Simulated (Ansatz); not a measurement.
NaF:
```
CELL_PARAMETERS angstrom
      0.00000     2.29726     2.29726
      2.29726     0.00000     2.29726
      2.29726     2.29726     0.00000
ATOMIC_POSITIONS crystal
  Na 0.00000 0.00000 0.00000
  F  0.50000 0.50000 0.50000
```

Relaxed with r²SCAN.

Task: Decompose the optical modes at the zone centre into irreducible representations, and say which are infrared and Raman allowed.

Result: Point group m-3m: Γ_opt = T1u. Infrared: T1u. Raman: none.

Task: Assign frequencies (DFPT, the program Ansatz at the r²SCAN level (PAW); without the LO–TO term).

Result: T1u 262 cm⁻¹.

Space group Fm-3m (rock salt). The cell was relaxed with r²SCAN under the symmetry of its start; phonons on a q-mesh show no instability.

Potentials: the later of the program's two PAW sets.
